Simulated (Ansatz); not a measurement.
A geometry of Y away from equilibrium: step 2 of the relaxation of a relaxed Y cell displaced along its unstable phonon at q = (½, 0, 0) of its primitive reciprocal cell (82i cm⁻¹), largest move 0.15 Å. These are r2SCAN (plane waves to 500 eV, PAW, scalar-relativistic; Ansatz, an electronic-structure program) values and carry that method's errors. Γ-centred k-mesh 5×10×10 on the run's cell (coarser than for final values), Fermi–Dirac smearing 0.05 eV.

```xyz
2
Lattice="6.4913 0.0000 0.0000 0.0000 3.2651 0.0000 0.0000 0.0000 3.2586" Properties=species:S:1:pos:R:3 pbc="T T T"
Y      0.0000     0.0000    -0.3453
Y      3.2457     0.0000     0.3453
```

**Question.** Which atoms carry the largest force, and which way does it point?

**Answer.** 0.64 eV/Å, on Y1, Y2 (atoms numbered as listed); on Y2 its components are (0.00, 0.00, 0.64).

**Question.** What is the pressure?

**Answer.** -0.1 GPa, compression positive.

**Question.** How much energy per atom can still be gained by relaxing?

**Answer.** 0.27 eV/atom; the path ends in P6/mmm (No. 191) (AFLOW prototype A_hP1_191_a (A_f, as in Sn)).

No spin polarisation in the result.

The run could not lose the symmetry of its start, so the end can be a saddle point.

The end of the path is a generated cell of Y: the first start was made by placing the elements on the sites of a structure type, and the end was not matched to a known phase here, so it may be hypothetical. Known forms of Y include space group No. 194.
